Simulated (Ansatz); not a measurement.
ZrSe$_{2}$ (CdI2 type), relaxed with LDA (Ansatz, a program for electronic structure, plane waves, PAW): a = 3.6937 Å, b = 3.6937 Å, c = 5.9474 Å, α = 90.00°, β = 90.00°, γ = 120.00°.

- gap (eV) = none
- ΔH_f (eV/atom) = -1.35

### Question
The same phase is relaxed and computed with PBE in the same code. What are the cell and these values now?

### Answer
a = 3.801 Å, b = 3.801 Å, c = 6.890 Å, α = 90.00°, β = 90.00°, γ = 120.00°.

- gap (eV): 0.42
- ΔH_f (eV/atom): -1.36

Weakly bound layers, chains or molecules computed without a dispersion correction, so cells and soft constants are ill determined: ZrSe2, CdI2 type with LDA; ZrSe2, CdI2 type with PBE. All cells were relaxed under the symmetry of their starts (and spin orders); stability against distortions was not tested throughout. Rows with no word on spin ran without spin polarisation. Spin–orbit coupling is left out wherever it is not named.

Potentials: the later of the program's two PAW sets.

Ansatz is a plane-wave DFT program.

Formation energies count from the lowest solids of the elements computed at the same level, not from gases.
